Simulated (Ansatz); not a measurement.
A generator proposed this cell of Ca3Pb2.

```cif
data_structure
_symmetry_space_group_name_H-M 'P 1'
_symmetry_Int_Tables_number 1
_cell_length_a 5.0689
_cell_length_b 5.0689
_cell_length_c 5.0689
_cell_angle_alpha 90.000
_cell_angle_beta 90.000
_cell_angle_gamma 90.000
_cell_volume 130.24
loop_
_atom_site_label
_atom_site_type_symbol
_atom_site_fract_x
_atom_site_fract_y
_atom_site_fract_z
_atom_site_occupancy
Ca1 Ca 0.50000 0.00000 0.00000 1
Ca2 Ca 0.00000 0.50000 0.00000 1
Ca3 Ca 0.00000 0.00000 0.50000 1
Pb1 Pb 0.00000 0.00000 0.00000 1
Pb2 Pb 0.50000 0.50000 0.50000 1
```

Computed with Ansatz 0.2.0, DFT PBE, scalar-relativistic, plane waves, PAW. Cutoff 420 eV; k points 4×4×4 on the computed 5-atom cell (Γ-centred); Gaussian smearing, width 0.10 eV; no spin polarisation.

Energies over the elements count from the elements' standard structures at the same level, with no fitted energy shifts.

Task: What does a single point on this coarse mesh give?

Result: The pressure is 27.5 GPa (it wants to expand), the largest force is 0.00 eV/Å (symmetry fixes the atoms), and the energy is +0.84 eV/atom against the elements. The shortest distance is 2.53 Å.

Task: How much does it gain on relaxing, and where does it end?

Result: Relaxing gains about 0.95 eV/atom (the start's value is from the coarse mesh, so the gain is rough) in 12 ionic steps and ends at −0.11 eV/atom on the finer mesh. The symmetry stays Pm-3m (No. 221). The volume per atom grows by 61.5 %, from 26.0 to 42.1 Å³. The shortest distance goes from 2.53 Å (Ca–Pb) to 2.97 Å (Ca–Pb). Conventional cell: a = 5.947 Å. Ca has 2 Pb at 2.97 Å, 4 Pb at 4.21 Å and 8 Ca at 4.21 Å; Pb on its first site has 6 Ca at 2.97 Å; Pb on its second site has 12 Ca at 4.21 Å.

The last run used a 6×6×6 mesh for its 5-atom cell and Gaussian smearing of 0.10 eV. These runs have no spin–orbit coupling, which can matter for Pb. The cell is a metal run without spin; a magnetic state may lie lower. The relaxation can't lower the symmetry of the start. A structure relaxed within its symmetry needn't be a true minimum.
